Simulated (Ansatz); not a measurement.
Cr₂CdS₄ (spinel, Fd-3m), r²SCAN (plane waves, PAW; program Ansatz), all energies at zero smearing, with the estimated change up to a 700 eV cutoff added, with one set of potentials and settings (totals compare only within such a set). Cell of 14 atoms (4 Cr, 8 S, 2 Cd): -37327.978 eV.

```tsv
element	reference phase	E (eV/atom)
Cr	Im-3m, 2 atoms in the cell, spin-polarised	-3382.7158
S	P2/c, 32 atoms in the cell	-905.8156
Cd	P6_3/mmc, 2 atoms in the cell	-8268.1834
```

Formation energy per atom, worked out: (-37327.978 − 4×(-3382.7158) − 8×(-905.8156) − 2×(-8268.1834))/14 = -1.016 eV/atom (-98 kJ per mol of atoms), at 0 K, without zero-point energy or fitted corrections.

The workflow started from an entry of the Crystallography Open Database (COD). Whether it is the stable phase at ambient conditions was not checked. The r²SCAN relaxation kept the symmetry of its start; whether a distortion lowers the energy is not shown. Spin order of the final state: ferromagnetic, chosen from 2 collinear starts compared on coarse meshes (ties went to the first, and starts can fall back to one state), not a proven ground state. Other orbital occupations within this spin state were not tried. No Hubbard U is applied. The references are the lowest solids computed at this level, not always the standard phases.

Potentials: the later of the program's two PAW sets.
